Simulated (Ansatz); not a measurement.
# Al: comparing deformations

These are results of Ansatz, DFT r2SCAN, scalar-relativistic, plane waves, PAW, not measurements. Settings: plane waves to 500 eV, k-mesh 24×24×14 (Γ-centred), Gaussian smearing 0.15 eV. No spin polarisation. Energies are free energies at this smearing, counted from the undisturbed cell; pressure is positive in compression.

The undisturbed cell (relaxed at this level; with this scan's settings it stands at 0.1 GPa; this form isn't the usual structure):

```xyz
2
Lattice="2.8081 0.0000 0.0000 -1.4040 2.4319 0.0000 0.0000 0.0000 4.6891" Properties=species:S:1:pos:R:3 pbc="T T T"
Al    1.4040    0.8106    3.5168
Al    0.0000    1.6212    1.1723
```

The cell is strained by ε times a Voigt pattern (xx, yy, zz, yz, xz, xy; engineering shear) with fractional coordinates fixed. τ = (1/V0) dE/dε comes from the stress tensor. Of each scan, only the three points used here are listed.

```
           pattern        ε  τ (GPa)
(0, 1, 0, 0, 0, 0)  -0.0100    -1.97
(0, 1, 0, 0, 0, 0)   0.0000    -0.35
(0, 1, 0, 0, 0, 0)   0.0050     0.45
(1, 1, 0, 0, 0, 0)  -0.0250   -13.34
(1, 1, 0, 0, 0, 0)   0.0000    -0.71
(1, 1, 0, 0, 0, 0)   0.0250     8.80
(0, 0, 1, 0, 0, 0)  -0.0250    -3.29
(0, 0, 1, 0, 0, 0)   0.0000     0.47
(0, 0, 1, 0, 0, 0)   0.0250     3.78
```

Problem. Which constants do the scans give, and which deformation costs least for the same size of strain tensor?

Solution. The slope dτ/dε at zero (parabola through three points) is pᵀCp: (0, 1, 0, 0, 0, 0) gives C22 = 161 GPa; (1, 1, 0, 0, 0, 0) gives C11 + C22 + 2 C12 = 443 GPa; (0, 0, 1, 0, 0, 0) gives C33 = 141 GPa. The size of the strain tensor, ε:ε, is ε² times 1.0, 2.0, 1.0. Per unit of it the stiffnesses are 161, 221, 141 GPa, so (0, 0, 1, 0, 0, 0) is the softest of these: at ε:ε = (1 %)² the quadratic term costs 0.71 meV/atom against 1.11 for the stiffest. These are clamped-ion values.

In a metal these slopes depend on the k mesh and the smearing.